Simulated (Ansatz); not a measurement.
Ta2O5:
```cif
data_O10Ta4
_chemical_formula_sum 'Ta4 O10'
_space_group_name_H-M_alt 'Pmmn :1'
_space_group_IT_number 59
_space_group_name_Hall 'P 2 2ab -1ab'
_cell_length_a 3.83623
_cell_length_b 13.00339
_cell_length_c 3.87636
_cell_angle_alpha 90.000
_cell_angle_beta 90.000
_cell_angle_gamma 90.000
loop_
_space_group_symop_operation_xyz
  'x, y, z'
  '-x, -y, z'
  'x+1/2, -y+1/2, -z'
  '-x+1/2, y+1/2, -z'
  '-x+1/2, -y+1/2, -z'
  'x+1/2, y+1/2, -z'
  '-x, y, z'
  'x, -y, z'
loop_
_atom_site_label
_atom_site_type_symbol
_atom_site_symmetry_multiplicity
_atom_site_Wyckoff_symbol
_atom_site_fract_x
_atom_site_fract_y
_atom_site_fract_z
_atom_site_occupancy
Ta1 Ta 4 e 0.00000 0.14592 0.03003 1
O1 O 4 e 0.50000 0.18512 0.00275 1
O2 O 4 e 0.00000 0.14925 0.50955 1
O3 O 2 a 0.00000 0.00000 0.00627 1
```

Relaxed at zero pressure with r²SCAN in the plane-wave PAW code Ansatz.

### Question
The volume is lowered by 6 % and shape and atoms relax at that volume. What pressure results, and how do the axes share the change?

### Answer
15.9 GPa; a -2.1 %, b -1.9 %, c -2.1 %; the energy rises by 39 meV/atom.

### Question
Give the new structure.

### Answer

Space group Pmmn, origin choice 1 (No. 59); a = 3.756 Å, b = 12.754 Å, c = 3.794 Å, α = β = γ = 90.00°

```csv
atom,site,symmetry,x,y,z
Ta,4e,m..,0.0000,0.1460,0.0077
O,4e,m..,0.5000,0.1845,0.0006
O,4e,m..,0.0000,0.1516,0.5039
O,2a,mm2,0.0000,0.0000,0.0018
```

The phase is kept; no other phase was compared at this pressure.

The workflow started from a Materials Project entry (that database holds measured and hypothetical structures alike); the Crystallography Open Database copy checked does not list it. COD files the formula under space group No. 49, so this cell is another polymorph or a model. Its standing as an ambient phase is unchecked. Symmetry was held in the r²SCAN relaxation; whether a distortion lowers the energy is not shown. No spin polarisation was allowed. Scalar-relativistic: spin–orbit coupling is off unless named, which matters more the heavier the elements.

Potentials: the later of the program's two PAW sets.
